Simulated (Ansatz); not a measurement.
BaTe (rock salt, Fm-3m), PBE (plane waves, PAW; program Ansatz): ε∞ = 5.90, cell volume 88.14 Å³. Infrared-active transverse modes:

| ω_TO (cm⁻¹) | oscillator strength S_xx (e²/amu) |
|---|---|
| 88.2 | 0.1007 |

**Question.** Compute the static dielectric constant.

**Answer.** Each mode adds (4.921e7/V) S/ω²: 7.23. So ε0 = 13.1.

**Question.** What LO frequency does the Lyddane–Sachs–Teller relation give?

**Answer.** ω_LO = ω_TO √(ε0/ε∞) = 132 cm⁻¹.

The cell was relaxed with PBE under the symmetry of its start; of distortions, only those at the zone centre were tested. Spin–orbit coupling is left out wherever it is not named.

Potentials: the later of the program's two PAW sets.
